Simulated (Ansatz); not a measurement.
The cell of SiF is invented: close-packed anion layers stacked ABAC, with sites between them filled layer by layer (P6_3/mmc, No. 194) (elements of the layers in order: F F F F). Its size is a rough estimate.

```cif
data_structure
_symmetry_space_group_name_H-M 'P 1'
_symmetry_Int_Tables_number 1
_cell_length_a 3.1327
_cell_length_b 3.1327
_cell_length_c 10.3228
_cell_angle_alpha 90.000
_cell_angle_beta 90.000
_cell_angle_gamma 120.000
_cell_volume 87.73
loop_
_atom_site_label
_atom_site_type_symbol
_atom_site_fract_x
_atom_site_fract_y
_atom_site_fract_z
_atom_site_occupancy
Si1 Si 0.66667 0.33333 0.12500 1
Si2 Si 0.66667 0.33333 0.37500 1
Si3 Si 0.33333 0.66667 0.62500 1
Si4 Si 0.33333 0.66667 0.87500 1
F1 F 0.00000 0.00000 0.00000 1
F2 F 0.33333 0.66667 0.25000 1
F3 F 0.00000 0.00000 0.50000 1
F4 F 0.66667 0.33333 0.75000 1
```

These are results of DFT PBE, scalar-relativistic, plane waves, PAW in Ansatz, not measurements. Cutoff 420 eV, Gaussian smearing, Γ-centred meshes. Cell and atoms relax first on a coarse mesh and then on a finer one. In between, the cell is made exact in the group found at 0.06 Å. In metals the finer mesh still leaves noise of several meV/atom or more. The steps can't lower the symmetry of their start. No spin polarisation.

A guess keeps its type if space group and coordination stay and the shape of the cell changes little (axis ratios within about 15 %, angles within 6°); the volume may change.

Question: Does it keep its structure type, or change into something else?

Answer: It doesn't keep its type. The symmetry stays P6_3/mmc (No. 194). The volume per atom grows by 29.0 %, from 11.0 to 14.1 Å³. The shortest distance goes from 2.22 Å (Si–F) to 2.45 Å (Si–F). The ratio c/a of the conventional cell changes by a factor of 0.61. Counting neighbours within 15 % of an atom's shortest distance, the start has F 6, Si 6 and the end F 6/8, Si 11. In detail, at the end Si has 3 F at 2.45 Å, 1 Si at 2.49 Å, 4 F at 2.64–2.78 Å and 3 Si at 2.79 Å; F on a site of symmetry -3m is surrounded by 6 Si at 2.45 Å and 6 F at 3.08 Å (long contacts); around F on a site of symmetry -6m2 lie 8 Si at 2.64–2.78 Å and 6 F at 3.08 Å (long contacts).

Space group P6_3/mmc (No. 194). a = 4.028 Å, b = 4.028 Å, c = 8.056 Å, α = 90.00°, β = 90.00°, γ = 120.00°
```csv
atom,site,symmetry,x,y,z
Si,4f,3m.,0.6667,0.3333,0.0954
F,2a,-3m.,0.0000,0.0000,0.0000
F,2c,-6m2,0.3333,0.6667,0.2500
```

Energies over the elements count from the elements' standard structures at the same level (F₂ as a molecule), with no fitted energy shifts.

Question: At what energy does it end?

Answer: −0.59 eV/atom.

The last run used a 12×12×6 mesh (in the run's order of axes) for its 8-atom cell and Gaussian smearing of 0.10 eV. Symmetry constrained the relaxation, so the result can be a saddle point. Another cell of SiF relaxed alike, in R-3m, lies 176 meV/atom lower, so this cell isn't the stable form at this level.

In counts of neighbours, a slash parts the counts of unlike sites.
